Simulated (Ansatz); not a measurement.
Question: Mg₃SnO (anti-perovskite, Pm-3m) is relaxed with PBE (plane waves, PAW; program Ansatz). What lattice parameters of the conventional cell result?

Answer: a = 4.392 Å.

Question: Is it a metal or does it have a gap at this level?

Answer: No gap at this level.

The start of the workflow was typed in or built on a structure type; neither database checked (COD, Materials Project) lists it. Whether it is the stable phase at ambient conditions was not checked. The PBE relaxation kept the symmetry of its start; whether a distortion lowers the energy is not shown. Spin–orbit coupling is left out wherever it is not named.

Potentials: the earlier of the program's two PAW sets.
